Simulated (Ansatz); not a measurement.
Starting cell, PbS (rock salt):

```yaml
crystal:
  lattice:
    - [0.00000, 5.97499, 5.97499]
    - [2.98749, 0.00000, 2.98749]
    - [2.98749, 2.98749, 0.00000]
  atoms:
    - { symbol: S, position: [0.00000, 0.00000, 0.00000] }
    - { symbol: S, position: [0.50000, 0.00000, 0.00000] }
    - { symbol: Pb, position: [0.25000, 0.50000, 0.50000] }
    - { symbol: Pb, position: [0.75000, 0.50000, 0.50000] }
```

A phonon eigenvector at L = (0.5, 0.0, 0.0) is frozen into this cell: atom i moves by Q times the vector below, so Q is the largest atomic displacement, in Å. The cell is held. (q is in reciprocal vectors of the primitive cell; the cell shown is doubled to hold the pattern.)

| atom | x | y | z |
|---|---|---|---|
| Pb3 | -0.577 | 0.577 | 0.577 |
| Pb4 | 0.577 | -0.577 | -0.577 |

Atoms not listed stay in place.

Method: r2SCAN (plane waves to 500 eV, PAW, scalar-relativistic; Ansatz, a first-principles code). k mesh 5×10×10 (Γ-centred), Fermi-Dirac smearing 0.05 eV. PbS was relaxed with its symmetry unable to fall. Spin-orbit coupling is left out, though Pb is heavy. The PAW data are Ansatz's earlier set. 

```json
[
 {"Q (Å)": "-0.180", "−dE/dQ from forces (eV/Å)": "3.096"},
 {"Q (Å)": "-0.150", "−dE/dQ from forces (eV/Å)": "2.590"},
 {"Q (Å)": "-0.120", "−dE/dQ from forces (eV/Å)": "2.079"},
 {"Q (Å)": "-0.090", "−dE/dQ from forces (eV/Å)": "1.564"},
 {"Q (Å)": "-0.060", "−dE/dQ from forces (eV/Å)": "1.044"},
 {"Q (Å)": "-0.030", "−dE/dQ from forces (eV/Å)": "0.523"},
 {"Q (Å)": "0.000", "−dE/dQ from forces (eV/Å)": "0.000"},
 {"Q (Å)": "0.030", "−dE/dQ from forces (eV/Å)": "-0.523"},
 {"Q (Å)": "0.060", "−dE/dQ from forces (eV/Å)": "-1.044"},
 {"Q (Å)": "0.090", "−dE/dQ from forces (eV/Å)": "-1.564"},
 {"Q (Å)": "0.120", "−dE/dQ from forces (eV/Å)": "-2.079"},
 {"Q (Å)": "0.150", "−dE/dQ from forces (eV/Å)": "-2.590"},
 {"Q (Å)": "0.180", "−dE/dQ from forces (eV/Å)": "-3.096"}
]
```

Task: What harmonic wavenumber does the curvature at Q = 0 give?

Result: 107 cm⁻¹. E″ = 17.43 eV/Å², M = Σ mᵢ|uᵢ|² = 414.4 u, ν̃ = 521.5·√(|E″|/M).

(For displaced atoms, the force is minus the slope of the energy, and its curvature is a force constant, which sets phonon frequencies.)
